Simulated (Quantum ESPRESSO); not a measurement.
# Planted mistakes on one cell of GaMg2S3F

Calculated results; nothing here was measured. They come from pw.x of Quantum ESPRESSO 7.5, a plane-wave density functional program, with PseudoDojo standard norm-conserving files (v0.5 for PBE, v0.4.1 for LDA and PBEsol). The cells are made up: elements, strain and atom displacements were drawn at random, and nothing was relaxed. There is no spin polarisation, spin-orbit coupling or dispersion term.

The cell has 8 sites of a zincblende or diamond lattice. Sites 1 to 4 hold empty Ga Mg Mg; sites 5 to 8 hold S F S S. Cell vectors in Å: (5.426, 0.009, -0.043); (0.009, 5.368, 0.043); (-0.043, 0.043, 5.381). Settings: PBE, cutoff 1143 eV, 4 x 4 x 4 k mesh shifted by half a step, Fermi-Dirac smearing of 0.025 eV.

The intended run has a self-consistency threshold of 1e-07 eV, a smearing term of 0.000 eV, a pressure of -0.55 GPa and 10 iterations. Each further run changes one thing: all lengths scaled by 1.0147; atoms of sites 4 and 8 exchanged; k mesh 2 x 2 x 2; one electron removed; smearing 0.5 eV; threshold 0.09 eV. A coarse mesh keeps the shift, and a charged cell sits in a uniform background.

```
run,change of free energy (eV),smearing term -TS (eV),change of P (GPa),largest change of a force component (eV/Å),iterations
A,-3.116,-0.014,-9.27,0.451,13
B,0.069,0.000,0.14,0.045,10
C,0.070,0.000,-2.04,0.264,10
D,-0.256,-0.846,0.86,0.262,10
E,7.513,-0.003,6.14,3.413,12
F,0.014,0.000,0.21,0.112,4
```

A rerun of the intended cell at 1437 eV and k mesh 6 x 6 x 6 moved values by no more than 0.003 eV in the cell's energy, 0.02 GPa in stress and 0.005 eV/Å in force.

Question: which change belongs to which run?

## Worked reading

Run F has the fewest iterations, as a run stopped early does. Run D has the largest smearing term, as wide smearing gives. Run C changes the volume by a factor of 1.0448; minus its pressure change over the logarithm of that factor, 47 GPa, is a rough bulk modulus with clamped atoms. Energies from files of another functional, or of a charged cell, have another zero and say nothing on stability; the pressure of a charged cell rests on the program's zero of potential too.

## Key

| run | change |
| --- | --- |
| A | one electron removed |
| B | k mesh 2 x 2 x 2 |
| C | all lengths scaled by 1.0147 |
| D | smearing 0.5 eV |
| E | atoms of sites 4 and 8 exchanged |
| F | threshold 0.09 eV |